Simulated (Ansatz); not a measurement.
GaSb (zinc blende, space group No. 216) at seven volumes, DFT-PBE in the program Ansatz with PAW potentials, scaled uniformly. One row is withheld.

```
V (Å³/atom)  P (GPa)
-----------  -------
27.291          5.27
28.191             ?
29.091          1.47
29.990          0.00
30.890         -1.23
31.790         -2.27
32.690         -3.13
```

Problem. Fit the shown pressures and predict the withheld one.

Solution. P = (3/2)B₀(x^(7/2) − x^(5/2))[1 + (3/4)(B′ − 4)(x − 1)] with x = (V₀/V)^(2/3). Least squares on the six rows gives V₀ = 29.992 Å³/atom, B₀ = 44.6 GPa, B′ = 4.75. At V = 28.191, x = 1.0421 and P = 3.20 GPa. The run itself gave 3.19 GPa.

Space group F-43m (zinc blende). The cell was relaxed with PBE under the symmetry of its start; phonons on a q-mesh show no instability. Spin–orbit coupling is left out wherever it is not named.

Potentials: the later of the program's two PAW sets.
